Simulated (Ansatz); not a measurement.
Here is an unrelaxed guess for GaBiSe3.

```
Ga Bi Se
1.0
    -3.40006    3.40006    4.80841
     3.40006   -3.40006    4.80841
     3.40006    3.40006   -4.80841
Ga Bi Se
2 2 6
Direct
  0.50000 0.50000 0.00000
  0.00000 0.00000 0.00000
  0.75000 0.25000 0.50000
  0.25000 0.75000 0.50000
  0.29028 0.79028 0.08057
  0.79028 0.70972 0.50000
  0.75000 0.75000 0.00000
  0.70972 0.20972 0.91943
  0.20972 0.29028 0.50000
  0.25000 0.25000 0.00000
```

All numbers below come from DFT PBE, scalar-relativistic, plane waves, PAW (Ansatz 0.2.0). Settings: cutoff 420 eV, Γ-centred mesh 4×4×4 on the computed 10-atom cell, Gaussian smearing of 0.10 eV; no spin polarisation.

Formation energies are uncorrected and refer to the elements' standard structures at the same level.

Task: How far from equilibrium is it?

Result: The pressure is 8.4 GPa (the mean over three directions, positive in compression), the largest force is 1.10 eV/Å, and the energy is +0.03 eV/atom against the elements. The shortest distance is 2.40 Å.

Task: Is it a good guess?

Result: A fair one: relaxing gains about 0.18 eV/atom (the start's value is from the coarse mesh, so the gain is rough) in 12 ionic steps and ends at −0.15 eV/atom on the finer mesh. The symmetry stays I4/mcm (No. 140). The volume per atom grows by 11.1 %, from 22.2 to 24.7 Å³. The shortest distance goes from 2.40 Å (Ga–Se) to 2.56 Å (Ga–Se). Conventional cell: a = 6.840 Å, c = 10.558 Å. Around Ga lie 6 Se at 2.56–2.64 Å; Bi is surrounded by 4 Se at 3.08 Å and 4 Se at 3.42 Å; around Se on a site of symmetry m2m lie 2 Ga at 2.56 Å and 2 Bi at 3.08 Å; 1 more site not described.

The last run used an 8×8×8 mesh for its 10-atom cell and Gaussian smearing of 0.10 eV. These runs have no spin–orbit coupling, which can matter for Bi. The reference form of Se is held partly by dispersion forces, which this level lacks. The relaxation can't lower the symmetry of the start, and the grade says only how near the guess is to its own end. A structure relaxed within its symmetry needn't be a true minimum.
